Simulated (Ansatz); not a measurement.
La2Zn3Ge6 in space group Cmcm (No. 63; Pearson symbol oS44), DFT-PBE in the program Ansatz with PAW potentials, all energies at zero smearing, with the estimated change up to a 700 eV cutoff added, with one set of potentials and settings (totals compare only within such a set). Cell of 22 atoms (4 La, 6 Zn, 12 Ge): -96464.203 eV.

| element | reference phase | E (eV/atom) |
|---|---|---|
| La | P6_3/mmc, 4 atoms in the cell | -6250.0953 |
| Zn | C2/m, 3 atoms in the cell | -3319.0295 |
| Ge | Fd-3m, 2 atoms in the cell | -4294.9847 |

Formation energy per atom, worked out: (-96464.203 − 4×(-6250.0953) − 6×(-3319.0295) − 12×(-4294.9847))/22 = -0.447 eV/atom (-43 kJ per mol of atoms), at 0 K, without zero-point energy or fitted corrections.

The workflow started from a Materials Project entry (that database holds measured and hypothetical structures alike); the Crystallography Open Database files this formula in space group No. 63, but the cells were not matched. Whether it is the stable phase at ambient conditions was not checked. Symmetry was held in the PBE relaxation; its stability against distortions is not shown here. The references are the lowest solids computed at this level, not always the standard phases. Spin–orbit coupling is left out wherever it is not named.

Potentials: the later of the program's two PAW sets.
